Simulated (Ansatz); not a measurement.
SiNi:
```xyz
2
Lattice="0.0000 2.3700 2.3700 2.3700 0.0000 2.3700 2.3700 2.3700 0.0000" Properties=species:S:1:pos:R:3 pbc="T T T"
Si     0.0000     0.0000     0.0000
Ni     2.3700     2.3700     2.3700
```

Relaxed with PBE.

Decompose the optical modes at the zone centre into irreducible representations, and say which are infrared and Raman allowed.

Point group m-3m: Γ_opt = T1u. Infrared: T1u. Raman: none.

Assign frequencies (DFPT, DFT-PBE in the program Ansatz with PAW potentials).

T1u 217 cm⁻¹.

Space group Fm-3m (rock salt). A made-up cell: these elements were put on the sites of a structure type; neither database checked (COD, Materials Project) lists it. It is not the phase usual at ambient conditions (space group No. 62). The cell was relaxed with PBE under the symmetry of its start. At this level the phase is mechanically unstable. The workflow began spin-polarised and lost its moments. As this level gives no gap, phonon frequencies hold no LO–TO term and depend on the k-mesh and smearing (Fermi–Dirac, 0.1 eV here).

Potentials: the later of the program's two PAW sets.
